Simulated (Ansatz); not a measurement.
Starting cell, GaN (wurtzite):

```
CELL_PARAMETERS angstrom
      3.18312     0.00000     0.00000
     -1.59156     2.75667     0.00000
      0.00000     0.00000     5.18363
ATOMIC_POSITIONS crystal
  Ga 0.66667 0.33333 0.00099
  Ga 0.33333 0.66667 0.50099
  N  0.66667 0.33333 0.62421
  N  0.33333 0.66667 0.12421
```

A phonon eigenvector at Γ is frozen into this cell: atom i moves by Q times the vector below, so Q is the largest atomic displacement, in Å. The cell is held. It is one choice among 2 degenerate patterns.

| atom | x | y | z |
|---|---|---|---|
| Ga1 | 0.000 | 0.162 | 0.000 |
| Ga2 | 0.000 | -0.162 | 0.000 |
| N3 | 0.000 | 1.000 | 0.000 |
| N4 | 0.000 | -1.000 | 0.000 |

All values below come from r2SCAN (plane waves to 500 eV, PAW, scalar-relativistic; Ansatz, an electronic-structure program). k mesh 12×12×7 (Γ-centred), Fermi-Dirac smearing 0.05 eV. E stands for the smeared free energy. GaN was relaxed with its symmetry unable to fall. ΔE is measured from the undisplaced structure.

| Q (Å) | ΔE (meV/cell) |
|---|---|
| -0.180 | 783 |
| -0.150 | 519 |
| -0.120 | 318 |
| -0.090 | 171 |
| -0.060 | 73 |
| -0.030 | 17 |
| 0.000 | 0 |
| 0.030 | 16 |
| 0.060 | 61 |
| 0.090 | withheld |
| 0.120 | 224 |
| 0.150 | 336 |
| 0.180 | 463 |

**Question.** Fit a polynomial form (powers 2, 3, 4) to the given rows and predict ΔE at Q = 0.090.

**Answer.** Least squares on the 12 given rows: ΔE = (18490)·Q² + (-27340)·Q³ + (22900)·Q⁴, in meV/cell with Q in Å; root-mean-square residual 0.4 meV/cell. At 0.090 the fit gives 131 meV/cell; the calculation gives 132 meV/cell, so the interpolation is off by -1 (-0.8 %). The quadratic term alone would give 150 meV/cell.

(For displaced atoms, the force is minus the slope of the energy, and its curvature is a force constant, which sets phonon frequencies.)
